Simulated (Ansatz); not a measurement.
Values for one crystal, relaxed and computed with HSE06 in the plane-wave PAW code Ansatz; other levels are named.

* **Volume per atom**: 20.40 Å³
* **Band gap**: 2.27 eV (indirect)
* **Conduction-band minimum**: on the Γ–X line, 86 % of the way from Γ (6 equivalent valleys)
* **Pressure derivative B′**: 4.3
* **Bulk modulus (Birch–Murnaghan fit)**: 87.7 GPa
* **Smallest direct gap on the standard path**: 2.72 eV
* **Valence-band maximum**: at Γ

Which of these materials gives this?
A) BeTe, zinc blende
B) NaF, rock salt
C) InP, zinc blende
D) GaP, zinc blende

D, GaP, zinc blende

Space group F-43m (zinc blende). The cell was relaxed with HSE06 under the symmetry of its start. The hybrid was solved on a coarse mesh, the path and, where they were found, the r²SCAN edge points; its band edges are the extreme levels among these. Scalar-relativistic: spin–orbit coupling is off unless named, which matters more the heavier the elements.

Potentials: the later of the program's two PAW sets.
